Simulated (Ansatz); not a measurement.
Structure: a free-standing Janus 1T monolayer of PdOS, at its r2SCAN minimum. In-plane lattice: a = 3.290 Å, b = 3.290 Å, γ = 120.0°; thickness between the outer nuclei 2.22 Å. Around Pd lie 3 O at 2.13 Å and 3 S at 2.28 Å; around O lie 3 Pd at 2.13 Å; around S lie 3 Pd at 2.28 Å.

4 runs of the PAW code Ansatz on this cell differ in the functional (and in the settings that go with it). Levels are in eV from each run's valence top; v1 is the last filled band, c1 the first empty one.

Run A, mean stress -2.0 N/m (compression positive):

| point | v4 | v3 | v2 | v1 | c1 | c2 |
| --- | --- | --- | --- | --- | --- | --- |
| Γ | -1.53 | -0.43 | -0.34 | -0.34 | 3.94 | 3.94 |
| M | -2.94 | -2.10 | -1.90 | -1.03 | 3.10 | 3.62 |
| K | -3.46 | -1.78 | -1.51 | -0.83 | 1.83 | 3.66 |
| K–Γ (0.62) | -2.04 | -0.87 | -0.46 | 0.00 | 2.65 | 3.27 |

Run B, mean stress -2.0 N/m (compression positive):

| point | v4 | v3 | v2 | v1 | c1 | c2 |
| --- | --- | --- | --- | --- | --- | --- |
| Γ | -1.56 | -0.45 | -0.33 | -0.33 | 4.69 | 4.69 |
| M | -2.98 | -2.13 | -1.90 | -1.04 | 3.85 | 4.37 |
| K | -3.51 | -1.79 | -1.53 | -0.85 | 2.56 | 4.41 |
| K–Γ (0.62) | -2.07 | -0.88 | -0.45 | 0.00 | 3.35 | 4.01 |

Run C, mean stress -1.3 N/m (compression positive):

| point | v4 | v3 | v2 | v1 | c1 | c2 |
| --- | --- | --- | --- | --- | --- | --- |
| Γ | -1.53 | -0.45 | -0.45 | -0.37 | 3.72 | 3.72 |
| M | -2.79 | -1.95 | -1.91 | -0.98 | 2.88 | 3.39 |
| K | -3.20 | -1.77 | -1.40 | -0.69 | 1.65 | 3.41 |
| K–Γ (0.62) | -1.93 | -0.90 | -0.49 | 0.00 | 2.47 | 3.06 |

Run D, mean stress 0.0 N/m (compression positive):

| point | v4 | v3 | v2 | v1 | c1 | c2 |
| --- | --- | --- | --- | --- | --- | --- |
| Γ | -1.51 | -0.56 | -0.56 | -0.30 | 2.99 | 2.99 |
| M | -2.62 | -1.91 | -1.78 | -0.95 | 2.15 | 2.65 |
| K | -2.98 | -1.74 | -1.28 | -0.57 | 0.99 | 2.65 |
| K–Γ (0.62) | -1.82 | -0.92 | -0.52 | 0.00 | 1.79 | 2.34 |

Q: Match the runs to r2SCAN, r2SCANh, HSE06, PBE0.

A: A is HSE06, B is PBE0, C is r2SCANh, D is r2SCAN. In order of the gap: r2SCAN 0.99, r2SCANh 1.65, HSE06 1.83, PBE0 2.56 eV. The stress vanishes for r2SCAN, which relaxed the cell.

The cell comes from a prototype generator: it can be a known phase or a hypothetical one. Spin polarisation is off.

Spin-orbit coupling is left out.

The program warns that its thresholds are loose for a hybrid's stress.

Where an edge lies off the special points, it is a point of the mesh or the k point where a search put PBE's edge or least direct gap, reused for the other functionals, whose own edges may lie a little apart.

The meshes of the hybrids are coarse, so their gaps aren't converged to the digits shown.
